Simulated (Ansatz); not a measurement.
Relaxed-ion elastic tensor of Pd (fcc (Cu type), Fm-3m) in GPa (Voigt order), PBEsol (plane waves, PAW; program Ansatz); density 12.15 g/cm³, 14.54 Å³ per atom.

|  | 1 | 2 | 3 | 4 | 5 | 6 |
|---|---|---|---|---|---|---|
| 1 | 250 | 183 | 183 | 0.0 | 0.0 | 0.0 |
| 2 | 183 | 250 | 183 | 0.0 | 0.0 | 0.0 |
| 3 | 183 | 183 | 250 | 0.0 | 0.0 | 0.0 |
| 4 | 0.0 | 0.0 | 0.0 | 87.8 | 0.0 | 0.0 |
| 5 | 0.0 | 0.0 | 0.0 | 0.0 | 87.8 | 0.0 |
| 6 | 0.0 | 0.0 | 0.0 | 0.0 | 0.0 | 87.8 |

### Question
Is the crystal mechanically stable?

### Answer
Yes: the smallest eigenvalue of C is 66.3 GPa.

### Question
Work out the Voigt, Reuss and Hill averages.

### Answer
K_V = 205, K_R = 205, K_H = 205; G_V = 65.9, G_R = 52.9, G_H = 59.4 GPa.

### Question
Give Young's modulus, Poisson's ratio, Pugh's ratio and the universal anisotropy index.

### Answer
E = 9KG/(3K + G) = 163 GPa; ν = 0.37; K/G = 3.46 (ductile by the Pugh limit of 1.75); A_U = 5G_V/G_R + K_V/K_R − 6 = 1.23.

### Question
Estimate the sound speeds and the Debye temperature.

### Answer
v_l = √((K + 4G/3)/ρ) = 4840 m/s, v_t = √(G/ρ) = 2210 m/s, mean 2490 m/s; Θ = (h/k)(3n/4πV)^(1/3) v_m = 304 K.

### Question
Give the Zener ratio and Young's modulus along [100], [110] and [111].

### Answer
A = 2C44/(C11 − C12) = 2.65; 1/E = S11 − 2(S11 − S12 − S44/2)Γ with Γ = 0, 1/4, 1/3 gives 94.4, 169, 230 GPa.

### Question
Solve the Christoffel equation for the three sound speeds along [100], [110], [111].

### Answer
Eigenvalues of C_ijkl n_j n_l equal ρv². In km/s, slowest first: [100] 2.69, 2.69, 4.53; [110] 1.65, 2.69, 5.00; [111] 2.06, 2.06, 5.15.

The cell was relaxed with PBEsol under the symmetry of its start. The workflow began spin-polarised and lost its moments. The cell computed holds one magnetic atom, so no antiferromagnetic order was within reach. As this level gives no gap, shear constants depend on the k-mesh and smearing (Fermi–Dirac, 0.1 eV here). On the denser mesh and wider smearing of the elastic run this cell carries a stress of 0.4 GPa.

Potentials: the earlier of the program's two PAW sets.
